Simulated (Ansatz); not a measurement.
Relaxed SiC (zinc blende):

```xyz
4
Lattice="0.0000 4.3798 4.3798 2.1899 0.0000 2.1899 2.1899 2.1899 0.0000" Properties=species:S:1:pos:R:3 pbc="T T T"
C      3.2848     3.2848     3.2848
C      3.2848     5.4747     5.4747
Si     0.0000     0.0000     0.0000
Si     0.0000     2.1899     2.1899
```

All values below come from PBE (plane waves to 420 eV, PAW, scalar-relativistic; Ansatz, a program for electronic structure). k mesh 5×10×10 (Γ-centred), Fermi-Dirac smearing 0.05 eV. As the smearing reaches across the gap at some points, energies and forces of such displacements shift with the k mesh and the smearing. SiC was relaxed with its symmetry unable to fall.

One atom of the cell was then moved (with its periodic images), all else fixed, and the forces (eV/Å) came out as:

| atom | Fx | Fy | Fz |
|---|---|---|---|
| C1 | 0.900 | -0.213 | -0.213 |
| C2 | 4.555 | 0.253 | 0.253 |
| Si3 | -6.589 | 0.929 | 0.929 |
| Si4 | 1.134 | -0.969 | -0.969 |

Task: Which atom was moved, and by which vector (Å)?

Result: Si3, by (0.34, 0.00, 0.00), 0.34 Å in all.

(For displaced atoms, the force is minus the slope of the energy, and its curvature is a force constant, which sets phonon frequencies.)
